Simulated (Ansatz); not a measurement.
In3GaSbAs3:
```
CELL_PARAMETERS angstrom
      4.30924     0.00000     0.00000
      0.00000     4.32736     0.00000
      0.00000     0.00000    12.26787
ATOMIC_POSITIONS crystal
  In 0.00000 0.00000 0.99560
  As 0.00000 0.50000 0.87141
  In 0.50000 0.50000 0.74611
  As 0.50000 0.00000 0.62208
  In 0.00000 0.00000 0.49713
  As 0.00000 0.50000 0.37197
  Ga 0.50000 0.50000 0.26345
  Sb 0.50000 0.00000 0.13968
```

Relaxed with r²SCAN.

Which orbitals make up the states near the Fermi level in r²SCAN in the plane-wave PAW code Ansatz?

Within 0.5 eV of the Fermi level: Sb 5p 42 %, As 4p 38 %, In 5p 15 %. Projections are on Löwdin-orthogonalised atomic valence shells; empty p or d shells of many metals are not among them.

Tabulate the density of states.

States/eV per cell of 8 atoms, in 0.25 eV bins, energy from the Fermi level.

```csv
E (eV),total,As 4p,In 5p,In 5s
-7.85,0.00,0.00,0.00,0.00
-7.60,0.00,0.00,0.00,0.00
-7.35,0.00,0.00,0.00,0.00
-7.10,0.00,0.00,0.00,0.00
-6.85,0.29,0.07,0.00,0.00
-6.60,0.67,0.15,0.01,0.02
-6.35,1.68,0.40,0.06,0.19
-6.10,5.47,1.52,0.26,1.24
-5.85,6.11,2.45,0.26,2.60
-5.60,4.48,1.72,0.27,1.72
-5.35,2.90,1.06,0.17,1.01
-5.10,2.19,0.78,0.13,0.70
-4.85,1.62,0.58,0.09,0.47
-4.60,1.29,0.47,0.07,0.35
-4.35,1.04,0.39,0.06,0.27
-4.10,0.89,0.34,0.05,0.21
-3.85,0.80,0.33,0.05,0.17
-3.60,1.68,0.75,0.31,0.14
-3.35,6.11,2.82,1.48,0.19
-3.10,4.95,2.32,1.15,0.19
-2.85,5.48,2.68,1.26,0.19
-2.60,6.90,3.52,1.52,0.18
-2.35,6.90,3.57,1.50,0.15
-2.10,7.04,3.73,1.44,0.14
-1.85,6.23,3.38,1.25,0.11
-1.60,5.77,3.15,1.12,0.08
-1.35,5.51,3.04,1.00,0.06
-1.10,4.29,2.24,0.68,0.06
-0.85,2.21,1.06,0.34,0.03
-0.60,1.87,0.81,0.29,0.01
-0.35,1.41,0.53,0.21,0.01
-0.10,0.21,0.08,0.03,0.00
0.15,0.00,0.00,0.00,0.00
0.40,0.01,0.00,0.00,0.00
0.65,0.10,0.02,0.01,0.01
0.90,0.46,0.09,0.06,0.06
1.15,1.17,0.23,0.16,0.18
1.40,1.25,0.25,0.20,0.25
1.65,2.51,0.45,0.55,0.48
1.90,4.36,0.79,1.07,0.75
2.15,6.23,1.22,1.49,1.12
2.40,6.58,1.32,1.48,1.27
2.65,5.37,1.13,1.14,1.00
2.90,4.56,0.94,1.07,0.80
3.15,3.60,0.77,0.87,0.59
3.40,3.49,0.73,0.94,0.49
3.65,3.74,0.71,1.25,0.40
3.90,4.26,0.70,1.66,0.28
4.15,7.06,1.10,2.91,0.28
4.40,7.13,1.14,3.04,0.28
4.65,5.00,0.84,2.10,0.22
4.90,5.33,0.87,2.32,0.16
```

Space group Pmm2. The start of the workflow was typed in or built on a structure type; neither database checked (COD, Materials Project) lists it. Its standing as an ambient phase is unchecked. The cell was relaxed with r²SCAN under the symmetry of its start; whether a distortion lowers the energy is not shown. Spin–orbit coupling is left out wherever it is not named.

Potentials: the earlier of the program's two PAW sets.
